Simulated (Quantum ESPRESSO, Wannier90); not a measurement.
## SiC (zinc blende): Wannier90 run

Structure: Materials Project mp-8062, symmetrised, not relaxed again. COD (Crystallography Open Database) has the formula in 5 space groups, this one among them (matched by group alone). Computed values, not measurements, from PBEsol: Quantum ESPRESSO (norm-conserving PseudoDojo potentials, cutoff 66 Ry, no spin polarisation, no spin-orbit coupling) on a Γ-centred 12×12×12 mesh, then Wannier90. Density: 12×12×12 mesh, cold smearing 0.01 Ry.

The plane-wave run has 15 bands and 8 electrons a cell. On the energy scale of pw.x, whose zero is arbitrary, the valence-band maximum lies at 9.48 eV.

Input w.win, without the blocks of cell, atoms and k-points (1728 lines):

```
num_bands = 14
num_wann = 8
num_iter = 800
conv_tol = 1.0e-6
conv_window = 4
dis_num_iter = 1000
dis_conv_tol = 1.0e-6
dis_froz_max = 12.21
write_hr = true
write_u_matrices = true
begin projections
Si: s;p
C: s;p
end projections
mp_grid = 12 12 12
```

### Question
This input has a fault. Which, and what does the program do?

### Answer
wannier90.x stops with:
```
w90_wannier90_readwrite_read: mismatch in w.eig
```
num_bands differs from the number of bands in the files, which is the number computed minus those excluded. Mended as below, all else unchanged, the run goes through (Ω_I = 5.8 Å²) and follows the plane-wave bands to 3.7 meV rms (states up to 2.2 eV relative to the valence-band maximum).
```
num_bands = 15
```
